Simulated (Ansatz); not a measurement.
Starting structure of a cell relaxation (symmetry kept):

```
Sr Ni As
1.0
    -2.03663    2.03663    5.49560
     2.03663   -2.03663    5.49560
     2.03663    2.03663   -5.49560
Sr Ni As
1 2 2
Direct
  0.00000 0.00000 0.00000
  0.75000 0.25000 0.50000
  0.25000 0.75000 0.50000
  0.64527 0.64527 0.00000
  0.35473 0.35473 0.00000
```

Computed with DFT PBEsol, scalar-relativistic, plane waves, PAW (Ansatz).

Cutoff 420 eV; k points 12×12×12 on the computed 5-atom cell (Γ-centred); Gaussian smearing, width 0.10 eV; no spin polarisation.

Problem. What does it relax to?

Solution. The volume falls by 1.11 Å³/atom to 17.13 Å³/atom, and the energy falls by 13.1 meV/atom. Final structure:
```cif
data_structure
_symmetry_space_group_name_H-M 'I4/mmm'
_symmetry_Int_Tables_number 139
_cell_length_a 4.1117
_cell_length_b 4.1117
_cell_length_c 10.1302
_cell_angle_alpha 90.000
_cell_angle_beta 90.000
_cell_angle_gamma 90.000
_cell_volume 171.26
loop_
_atom_site_label
_atom_site_type_symbol
_atom_site_symmetry_multiplicity
_atom_site_Wyckoff_symbol
_atom_site_fract_x
_atom_site_fract_y
_atom_site_fract_z
_atom_site_occupancy
Sr1 Sr 2 a 0.00000 0.00000 0.00000 1
Ni1 Ni 4 d 0.00000 0.50000 0.25000 1
As1 As 4 e 0.50000 0.50000 0.13798 1
```

Spin polarisation was left out, and a magnetic state may lie lower.

Cost: 1 run of about 5.8 core-minutes, on Intel Xeon 6975P-C (Granite Rapids) (shared hosts).